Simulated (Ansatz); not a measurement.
ZnCu:
```yaml
crystal:
  lattice:
    - [2.90800, 0.00000, 0.00000]
    - [0.00000, 2.90800, 0.00000]
    - [0.00000, 0.00000, 2.90800]
  atoms:
    - { symbol: Cu, position: [0.00000, 0.00000, 0.00000] }
    - { symbol: Zn, position: [0.50000, 0.50000, 0.50000] }
```

Relaxed with PBEsol. Special points in fractions of this cell's reciprocal vectors: Γ (0.000, 0.000, 0.000); X (0.000, 0.500, 0.000); M (0.500, 0.500, 0.000); R (0.500, 0.500, 0.500).

Question: List the band energies nearest the Fermi level at these points for PBEsol (plane waves, PAW; program Ansatz).

Answer: In eV from the Fermi level; about four levels below and three above (degenerate sets whole), none deeper than 8.9 eV; points with the same levels are listed once.

```json
[
 {"k": "Γ", "below": "-3.67 -3.67 -2.77 -2.77 -2.77", "above": "6.27 6.27 6.27"},
 {"k": "X", "below": "-3.38 -3.38 -2.87 -2.02", "above": "11.98 11.98 12.54 12.54"},
 {"k": "M", "below": "-2.93 -2.93 -2.52 -2.07 -2.07", "above": "1.93 2.20 14.28"},
 {"k": "R", "below": "-4.47 -4.47 -4.47 -2.50 -2.50", "above": "4.08 4.37 4.37 4.37"}
]
```

Space group Pm-3m (CsCl type). Symmetry was held in the PBEsol relaxation; of distortions, only those at the zone centre were tested. The run is not spin-polarised.

Potentials: the later of the program's two PAW sets.
